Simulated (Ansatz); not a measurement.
SiO2 (rutile)

```yaml
crystal:
  lattice:
    - [4.19456, 0.00000, 0.00000]
    - [0.00000, 4.19456, 0.00000]
    - [0.00000, 0.00000, 2.67844]
  atoms:
    - { symbol: Si, position: [0.00000, 0.00000, 0.00000] }
    - { symbol: Si, position: [0.50000, 0.50000, 0.50000] }
    - { symbol: O, position: [0.30606, 0.30606, 0.00000] }
    - { symbol: O, position: [0.80606, 0.19394, 0.50000] }
    - { symbol: O, position: [0.19394, 0.80606, 0.50000] }
    - { symbol: O, position: [0.69394, 0.69394, 0.00000] }
```

The slice is a (-1 2 0) plane (indices of the conventional cell) through the point (0.306, 0.306, 0.000) (fractional), spanned by u = [001] and v = [210] in vectors of this cell: u (2.68 Å) and v (9.38 Å, at 90° to u). It covers one period; positions are fractions (u, v).

Calculation: PBEsol (plane waves to 420 eV, PAW, scalar-relativistic; Ansatz, an electronic-structure program). k mesh 8×8×12. Near the nuclei the fields are pseudised (PAW); where an atom keeps semicore shells as valence, they peak there. SiO2 was relaxed with its symmetry unable to fall.

### Question
Predict the map of the electrostatic potential energy of an electron, from the cell's mean on the slice.

### Answer
```
|xxxx1166776611xx|
|0000336677663300|
|0000003355330000|
|xxxx0000000000xx|
|xx0000xxxxxx0000|
|000000xxxxxx0000|
|2233556666665533|
|8888999999999988|
|9999999999999999|
|9999999999999999|
|8888886666668888|
|776644xxxxxx4466|
|554400xxxxxx0044|
|445522xxxxxx2255|
|6666777744777766|
|8888999999999988|
|8888999988999988|
|1166666655666666|
|0033110000001133|
|330000xxxxxx0000|
|220000xxxxxx0000|
|000000xxxxxx0000|
|xxxx0000000000xx|
|xxxxxx111111xxxx|
```
Scale: ten equal steps from 4.00 (start of '0') to 12.76 (end of '9'), in the order '0123456789'. Values: electrostatic potential energy of an electron, from the cell's mean, in eV. The map has 8 points along u (two characters each, u = 0 at the left) and 24 along v (v = 0 in the bottom row). Points within 0.7 Å of a nucleus are blanked (x), as the pseudised field means little there. Values under 4 eV are set to 4. The zero, the cell's mean, hangs on the PAW cores.
